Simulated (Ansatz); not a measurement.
input.yaml (Ansatz)

```yaml
crystal:
  lattice:
    - [2.7041907966, 0.0, 0.0]
    - [0.0, 2.7041907966, 0.0]
    - [0.0, 0.0, 2.7041907966]
  atoms:
    - { symbol: Pd, position: [0.0, 0.0, 0.0], spin: 0.5 }
hamiltonian:
  xc: blyp
  pseudopotentials:
    kind: paw
    azcp:
      Pd: "pseudopotentials/Pd.paw.azcp"
basis:
  ecutwfc: 420
  fft_grid_basis: typed
kpoints:
  mp_grid: { grid: [13, 13, 13], shift: [0, 0, 0] }
magnetization:
  spin_polarized: true
scf:
  occupations: { method: fermi_dirac, width: 0.05 }
  lower_state_search: "off"
output:
  stress: true
```

and its output:

```
Engine: ansatz 0.2.0, aarch64-unknown-linux-gnu
Pseudopotentials: kind: paw
Pseudopotential: Pd, paw, valence charge 18, recommended cutoff 420 eV (normal) 
Functional definition: BLYP
  parameter beta = 0.0042
  parameter a = 0.04918
  parameter b = 0.132
  parameter c = 0.2533
  parameter d = 0.349
  exchange = b88_x(beta = beta)
  correlation = lyp_c(a = a, b = b, c = c, d = d)
Crystal: 1 atoms, lattice volume = 19.775 Å³
Basis set: ecut = 420 eV, 389 PW (Γ), exchange–correlation on 40×40×40 points (8 copies of the dense FFT grid, shifted against one another)
Bands: 14, of which v1, the nominal top of the filled ones, is band 9 counted from 1 (8 counted from 0)
Symmetry: 48 space group operations
Space group: Pm-3m (ITA 221), of the structure as read, at distance tolerance 2.7e-5 Å
Magnetic group: BNS 221.92 (UNI 1594), of the structure as read, at distance tolerance 2.7e-5 Å
k-points: 84 of 2197
Non-local potential: Pd, projectors of the file, l = 0: 2, l = 1: 2, l = 2: 2, l = 3: 1
PAW form: soft (Blöchl's): semilocal exchange-correlation on the pseudo side does not see the compensation charge
PAW frozen core: Pd, regenerated for the run's functional, and the local potential with it (the file was generated under x = pbe(κ = 0.804, μ = 0.2195149727645171), c = pbe(β = 0.06672455060314922))
PAW one-centre angular grid: Pd, 590 points (default); XC on 64 Gauss nodes
Initial density: superposition of atomic densities (chi_scale 0.1, normalization cell)
Starting moments: Σ|m| = 0.5 μB on 1 of 1 site
Initial wavefunctions: pseudopotential atomic-orbital guess
Functional: x = b88, c = lyp
SCF iter   1: F=—  HF=-6988.191994 eV  |F-HF|=—  |Δ(HF+E_count)|=         —  Δρ=7.96e-2 (↑7.96e-2 ↓5.45e-2)  dr2=3.81e0  dr2_m=4.22e-2  M=0.264 μB ∫|m|=0.272 μB  β_m=0.30  ethr=3.10e-3  ⟨swp⟩=5.5  Hψ=12378  notcnv=0
SCF iter   2: F=—  HF=-6987.516893 eV  |F-HF|=—  |Δ(HF+E_count)|=   6.75e-1  Δρ=4.51e-2 (↑4.51e-2 ↓2.71e-2)  dr2=1.02e0  dr2_m=3.14e-2  M=0.218 μB ∫|m|=0.226 μB  β_m=0.30  ethr=3.10e-3  ⟨swp⟩=2.8  Hψ=5322  notcnv=0  defer=67
SCF iter   3: F=—  HF=-6987.268366 eV  |F-HF|=—  |Δ(HF+E_count)|=   2.49e-1  Δρ=1.89e-2 (↑1.55e-2 ↓1.89e-2)  dr2=5.11e-2  dr2_m=2.83e-2  M=0.159 μB ∫|m|=0.170 μB  β_m=0.30  ethr=3.10e-3  ⟨swp⟩=2.2  Hψ=3945  notcnv=0  defer=67
...
SCF iter  13: F=—  HF=-6987.269949 eV  |F-HF|=—  |Δ(HF+E_count)|=   3.00e-6  Δρ=6.82e-5 (↑6.82e-5 ↓5.71e-5)  dr2=1.75e-7  dr2_m=4.79e-7  M=-0.001 μB ∫|m|=0.001 μB  β_m=0.70  ethr=4.47e-9  ⟨swp⟩=2.0  Hψ=3812  notcnv=0  defer=80
iter 14 did not close the SCF: its close was put off for a magnetic moment that had not settled (scf_convergence_deferred on its scf_iter line)
SCF iter  14: F=-6987.269950 eV  HF=-6987.269950 eV  |F-HF|=9.91e-10  |Δ(HF+E_count)|=   2.98e-7  Δρ=1.42e-5 (↑1.17e-5 ↓1.42e-5)  dr2=1.34e-8  dr2_m=1.31e-8  M=-0.000 μB ∫|m|=0.000 μB  β_m=0.85  ethr=5.56e-10  ⟨swp⟩=3.8  Hψ=6445  notcnv=0
iter 15 did not close the SCF: its close was put off for a magnetic moment that had not settled (scf_convergence_deferred on its scf_iter line)
SCF iter  15: F=-6987.269950 eV  HF=-6987.269950 eV  |F-HF|=3.91e-11  |Δ(HF+E_count)|=   5.76e-9  Δρ=6.19e-7 (↑5.64e-7 ↓6.19e-7)  dr2=9.15e-13  dr2_m=6.29e-11  M=-0.000 μB ∫|m|=0.000 μB  β_m=0.93  ethr=7.47e-11  ⟨swp⟩=1.8  Hψ=6314  notcnv=0
SCF iter  16: F=-6987.269950 eV  HF=-6987.269950 eV  |F-HF|=0.00e0  |Δ(HF+E_count)|=  5.28e-11  Δρ=1.15e-7 (↑1.15e-7 ↓7.98e-8)  dr2=3.02e-13  dr2_m=1.63e-12  M=-0.000 μB ∫|m|=0.000 μB  ethr=1.00e-12  ⟨swp⟩=1.0  Hψ=5298  notcnv=0
WARN: the starting moments were not kept: the SCF closed with an absolute magnetisation of 4.9e-7 μB, where they sum to 0.5 μB in size (1 site). That is at most 0.1 of that sum. Measured as dr2_m measures the in/out step, that magnetisation stands 2.4e-13 eV from none, at or under the dr2_threshold of 1.0e-7 eV: it is no larger than a step whose dr2_m would equal this threshold. The system may hold no moment; this SCF shows only that its start led to no more than that. To try another start: raise the starting moments (crystal.atoms[].spin, magnetization.per_species, magnetization.initial_magnetization, or on a non-collinear deck that types none of these the spinor_matrix: blocks that start its atoms; where the total moment is fixed, keep their sum and leave initial_magnetization as it is; typed ones take the place of any that the run laid by itself, positive ones on a crystal's lanthanoids without a Hubbard term where scf.initial_density.shell_occupations: [] is typed) or, if the notice of its spin-set hold's release reads "site moments contracting" or "site moments show no strong build", lengthen the hold (scf.mixing.spin_hold: { on: { confirm: 4 } }; for m-r²SCAN on two components see the key's manual first). Each may lead to a state that holds a moment. A second SCF, from the converged charge density, with the starting moments and any scf.initial_density.shell_occupations laid on it anew, would have followed, and was not run: the deck does not ask for one (magnetization.retry_lost_moments is false, the default). To let it run, set magnetization.retry_lost_moments: true and run the deck again, where that key's refused combinations let it; where memory then withholds it, that run's warning says so.
SCF 1 converged in 16 iterations: F = -6987.269950 eV  dr2 = 3.02e-13
SCF converged after 16 iterations
Magnetization: -0.0000 μB (9.0000 up, 9.0000 down)
Absolute magnetization: 0.0000 μB (∫|ρ↑−ρ↓|, with the PAW one-centre terms)
Spin contamination: 0.0000 ħ² per cell (⟨S²⟩ above its minimum at these occupations)
Per-site moments (μB) at R_I (Å): [(-2.73423167308656e-7, 1.1154787035975)]
Free energy (F): -6987.269950 eV
Harris-Foulkes:  -6987.269950 eV  (|F-HF|=0.00e0)
Internal energy: -6987.256747 eV  (E = F + TS)
E sigma→0 (E₀):  -6987.263348 eV
Entropy (-TS):   -0.013203 eV (-13.203 meV/atom)
Fermi energy:    13.753695 eV
--- Per-component energies (eV) ---
  E_band       = -234.817450
  E_kinetic    = 513.399598
  E_local      = -2242.193218  (includes V_loc(G=0)·N_el)
  E_nonlocal   = 216.440324
  E_hartree    = 906.013255
  E_xc         = -164.893773
  E_vxc        = -206.290310  (∫ρ·V_xc dr)
  E_paw        = -3768.544275  (= ΣΔE_a)
  E_vpaw       = -328.200527  (= ΣTr[D̂ρ^β])
  E_aug_tail   = 0.000202  (compensation charges beyond the density's cutoff)
  E_ewald      = -2447.565688
  E_core_change = 0.086828  (= ΣΔE_core)
  E_smearing   = -0.013203  (= −TS)
  E_closure    = 0.000000  (closes the sum)
  Σ components = -6987.269950   (vs F -6987.269950, Δ=0.00e0)
--- Stress (GPa, compression-positive) ---
       -3.669780       0.000000      -0.000000
        0.000000      -3.669780       0.000000
        0.000000       0.000000      -3.669780
  P = ⅓ Tr σ = -3.6698 GPa (-36.698 kbar)
```
